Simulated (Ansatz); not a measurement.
# Bi₂Se₃: a ladder of calculations

Cell of run 1: a computed structure from the Materials Project (it need not be an observed phase), taken as it stands.

```
Bi Se
1.0
     2.09568    1.20994    9.97623
    -2.09568    1.20994    9.97623
     0.00000   -2.41989    9.97623
Bi Se
2 3
Direct
  0.39843 0.39843 0.39843
  0.60157 0.60157 0.60157
  0.00000 0.00000 0.00000
  0.21571 0.21571 0.21571
  0.78429 0.78429 0.78429
```

Atoms are numbered from 1 in the order listed; like atoms form one site, named after its first atom.

Relaxed positions (PBE, cell held):

```
CELL_PARAMETERS angstrom
2.09568 1.20994 9.97623
-2.09568 1.20994 9.97623
0.00000 -2.41989 9.97623
ATOMIC_POSITIONS crystal
Bi 0.39818 0.39818 0.39818
Bi 0.60182 0.60182 0.60182
Se 0.00000 0.00000 0.00000
Se 0.21632 0.21632 0.21632
Se 0.78368 0.78368 0.78368
```

All runs are DFT with Ansatz 0.2.0 (plane waves and PAW, scalar-relativistic unless spin–orbit coupling is named, Γ-centred meshes, Fermi–Dirac smearing where given) in this cell.

Run 1: PBE, atoms as given; 420 eV, 8×8×8 k-points, smearing 0.02 eV.
Run 2: r2SCAN, at the relaxed atoms; 500 eV, 8×8×8 k-points, smearing 0.02 eV.
Run 3: PBE with spin–orbit coupling, at the relaxed atoms; 420 eV, 8×8×8 k-points, smearing 0.02 eV.
Run 4: LDA, at the relaxed atoms; 420 eV, 8×8×8 k-points, smearing 0.02 eV.

| run | Bi V_zz (η) | Se3 V_zz (η) | Se4 V_zz (η) |
| --- | --- | --- | --- |
| 1 | 0.38 (0.00) | 7.29 (0.00) | -2.66 (0.00) |
| 2 | ? | ? | ? |
| 3 | -0.84 (0.00) | 7.58 (0.00) | -2.15 (0.00) |
| 4 | 0.33 (0.00) | 6.97 (0.00) | -3.04 (0.00) |

V_zz in 10²¹ V/m².

**Question.** Estimate the row of run 2.

**Answer.** Bi: 1.09 (0.00); Se3: 7.02 (0.00); Se4: -3.76 (0.00). It lies nearest to run 4, from whose tensors on these sites it differs by 0.76 at most (largest principal value of the difference, on Bi). Taken one at a time, spin–orbit coupling moves the tensors on these sites by up to 1.22 (largest principal value of the change, on Bi), the functional (between the two that differ most) by 1.10 (Se4). Without a gap such differences can lie within the error of the k-mesh, so this order isn't firm.

Semilocal functionals make gaps too small and can close them, so the real compound need not be a metal. In runs 1, 4 the gap is small for the k-mesh or the smearing, and small gradients can still move by 0.1 × 10²¹ V/m² or more. In run 3 there is no gap above 0.1 eV, so the gradients can move by 10 % or more with the k-mesh.
